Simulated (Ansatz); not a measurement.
TiSi in space group Cmmm (No. 65; Ti on 2b, Si on 2d) at seven volumes, PBEsol in the plane-wave PAW code Ansatz, shape and atoms relaxed at each. One row is withheld.

| V (Å³/atom) | P (GPa) |
|---|---|
| 12.855 | 16.33 |
| 13.278 | 10.17 |
| 13.702 | ? |
| 14.126 | 0.00 |
| 14.550 | -3.81 |
| 14.974 | -7.04 |
| 15.397 | -9.80 |

Question: Fit the shown pressures and predict the withheld one.

Answer: Third-order Birch–Murnaghan: P = (3/2)B₀(x^(7/2) − x^(5/2))[1 + (3/4)(B′ − 4)(x − 1)] with x = (V₀/V)^(2/3). Least squares on the six rows gives V₀ = 14.134 Å³/atom, B₀ = 139.3 GPa, B′ = 4.54. At V = 13.702, x = 1.0209 and P = 4.64 GPa. The run itself gave 4.71 GPa.

The first step of the workflow began from a Materials Project structure, measured or hypothetical; the Crystallography Open Database copy checked does not list it. COD files the formula under space group No. 25. Its standing as an ambient phase is unchecked. The cell was relaxed with PBEsol under the symmetry of its start; whether a distortion lowers the energy is not shown. The run is not spin-polarised.

Potentials: the earlier of the program's two PAW sets. The files were generated under PBE; for other functionals the program regenerates the frozen cores, and for LDA and PBEsol the local potential too.
